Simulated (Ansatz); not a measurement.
**Ga: pressure against volume**

Ga, Cmcm, a = 2.738 Å, b = 7.905 Å, c = 3.314 Å. This isn't the element's structure at ambient conditions. Ansatz: PBEsol, PAW, 420 eV, Γ-centred 16×16×14 mesh on 2 atoms, Gaussian smearing 0.10 eV; no spin polarisation. Shape and atoms are relaxed at each volume; pressure is positive in compression.

| V (Å³/atom) | P (GPa) |
| --- | --- |
| 15.779 | ? |
| 16.317 | 7.45 |
| 16.855 | 4.51 |
| 17.393 | 2.05 |
| 17.931 | 0.01 |
| 18.469 | -1.69 |
| 19.007 | -3.09 |
| 19.724 | -4.57 |

Problem. Take V0 = 17.931 Å³/atom, count pressures from its P0 = 0.01 GPa, fit the third-order Birch–Murnaghan form to the other rows, and predict the missing pressure.

Solution. With the Eulerian strain f = ½[(V0/V)^(2/3) − 1] and y = (P − P0)/[3f(1 + 2f)^(5/2)], the form is the line y = B0 + 1.5 B0 (B0′ − 4) f. Rows (f, y): 0.03245, 65.3; 0.02106, 64.2; 0.01026, 63.0; -0.00976, 61.0; -0.01905, 59.8; -0.03078, 58.1. Means f = 0.0006967, y = 61.900; Σ(Δf)² = 0.003004, ΣΔfΔy = 0.3358; the slope is their ratio. y = 61.82 + 111.8 f GPa, so B0 = 61.8 GPa and B0′ = 4 + 2 × (111.8)/(3 × 61.82) = 5.21. At V = 15.779, f = 0.04449, y = 66.79 and P = 11.04 GPa. The run gave 10.91 GPa, so the fit is 0.13 GPa too high, a small miss on the scale of the series.